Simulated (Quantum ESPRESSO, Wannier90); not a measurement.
Ta (bcc (W type)): Wannier90 run

Cell from Materials Project (mp-50), symmetrised, no further relaxation. This is the element's usual structure. Level: PBEsol, no spin polarisation, no spin-orbit coupling; pw.x of Quantum ESPRESSO at 47 Ry with PseudoDojo potentials, 10×10×10 k-points, Wannier90. Density: 18×18×18 mesh, cold smearing 0.01 Ry. Spin-orbit coupling is left out although heavy elements are present.

Input w.win:

```
num_bands = 17
num_wann = 9
exclude_bands = 1-4
num_iter = 0
conv_tol = 1.0e-6
conv_window = 4
dis_num_iter = 1000
dis_conv_tol = 1.0e-6
dis_froz_max = 19.65
write_hr = true
write_u_matrices = true
begin projections
Ta: s;p;d
end projections
begin unit_cell_cart
ang
   -1.6549300000    1.6549300000    1.6549300000
    1.6549300000   -1.6549300000    1.6549300000
    1.6549300000    1.6549300000   -1.6549300000
end unit_cell_cart
begin atoms_frac
Ta   0.0000000000  0.0000000000  0.0000000000
end atoms_frac
mp_grid = 10 10 10
begin kpoints
0.0000000000 0.0000000000 0.0000000000
0.0000000000 0.0000000000 0.1000000000
0.0000000000 0.0000000000 0.2000000000
... (997 more lines: the 10x10x10 mesh through Gamma)
end kpoints
```

On the energy scale of pw.x, whose zero is arbitrary, the Fermi level lies at 18.15 eV. Lines of w_hr.dat (R1 R2 R3 m n Re Im, eV) for R = 0 and one of the shortest lattice vectors, rounded to 0.01 eV, lines under 0.02 eV left out; orbitals in order: Ta1 s, Ta1 pz, Ta1 px, Ta1 py, Ta1 dz2, Ta1 dxz, Ta1 dyz, Ta1 dx2-y2, Ta1 dxy.

```
    0    0    0    1    1    24.41     0.00
    0    0    0    2    2    31.75     0.00
    0    0    0    3    3    31.75     0.00
    0    0    0    4    4    31.75     0.00
    0    0    0    5    5    20.51     0.00
    0    0    0    6    6    21.04     0.00
    0    0    0    7    7    21.04     0.00
    0    0    0    8    8    20.51     0.00
    0    0    0    9    9    21.05     0.00
   -1   -1   -1    1    1    -1.16     0.00
   -1   -1   -1    2    1     1.15     0.00
   -1   -1   -1    3    1     1.15     0.00
   -1   -1   -1    4    1     1.15     0.00
   -1   -1   -1    6    1    -0.85     0.00
   -1   -1   -1    7    1    -0.85     0.00
   -1   -1   -1    9    1    -0.85     0.00
   -1   -1   -1    1    2    -1.15     0.00
   -1   -1   -1    2    2     0.75     0.00
   -1   -1   -1    3    2     1.03     0.00
   -1   -1   -1    4    2     1.03     0.00
   -1   -1   -1    5    2     0.32     0.00
   -1   -1   -1    6    2    -0.58     0.00
   -1   -1   -1    7    2    -0.58     0.00
   -1   -1   -1    9    2    -0.86     0.00
   -1   -1   -1    1    3    -1.15     0.00
   -1   -1   -1    2    3     1.03     0.00
   -1   -1   -1    3    3     0.75     0.00
   -1   -1   -1    4    3     1.03     0.00
   -1   -1   -1    5    3    -0.16     0.00
   -1   -1   -1    6    3    -0.58     0.00
   -1   -1   -1    7    3    -0.86     0.00
   -1   -1   -1    8    3     0.28     0.00
   -1   -1   -1    9    3    -0.58     0.00
   -1   -1   -1    1    4    -1.15     0.00
   -1   -1   -1    2    4     1.03     0.00
   -1   -1   -1    3    4     1.03     0.00
   -1   -1   -1    4    4     0.75     0.00
   -1   -1   -1    5    4    -0.16     0.00
   -1   -1   -1    6    4    -0.85     0.00
   -1   -1   -1    7    4    -0.58     0.00
   -1   -1   -1    8    4    -0.28     0.00
   -1   -1   -1    9    4    -0.58     0.00
   -1   -1   -1    2    5    -0.32     0.00
   -1   -1   -1    3    5     0.16     0.00
   -1   -1   -1    4    5     0.16     0.00
   -1   -1   -1    5    5     0.53     0.00
   -1   -1   -1    6    5     0.15     0.00
   -1   -1   -1    7    5     0.15     0.00
   -1   -1   -1    9    5    -0.30     0.00
   -1   -1   -1    1    6    -0.85     0.00
   -1   -1   -1    2    6     0.58     0.00
   -1   -1   -1    3    6     0.58     0.00
   -1   -1   -1    4    6     0.86     0.00
   -1   -1   -1    5    6     0.15     0.00
   -1   -1   -1    6    6    -0.36     0.00
   -1   -1   -1    7    6    -0.57     0.00
   -1   -1   -1    8    6     0.26     0.00
   -1   -1   -1    9    6    -0.57     0.00
   -1   -1   -1    1    7    -0.85     0.00
   -1   -1   -1    2    7     0.58     0.00
   -1   -1   -1    3    7     0.86     0.00
   -1   -1   -1    4    7     0.58     0.00
   -1   -1   -1    5    7     0.15     0.00
   -1   -1   -1    6    7    -0.57     0.00
   -1   -1   -1    7    7    -0.36     0.00
   -1   -1   -1    8    7    -0.26     0.00
   -1   -1   -1    9    7    -0.57     0.00
   -1   -1   -1    3    8    -0.28     0.00
   -1   -1   -1    4    8     0.28     0.00
   -1   -1   -1    6    8     0.26     0.00
   -1   -1   -1    7    8    -0.26     0.00
   -1   -1   -1    8    8     0.53     0.00
   -1   -1   -1    1    9    -0.85     0.00
   -1   -1   -1    2    9     0.85     0.00
   -1   -1   -1    3    9     0.58     0.00
   -1   -1   -1    4    9     0.58     0.00
   -1   -1   -1    5    9    -0.30     0.00
   -1   -1   -1    6    9    -0.57     0.00
   -1   -1   -1    7    9    -0.57     0.00
   -1   -1   -1    9    9    -0.36     0.00
```
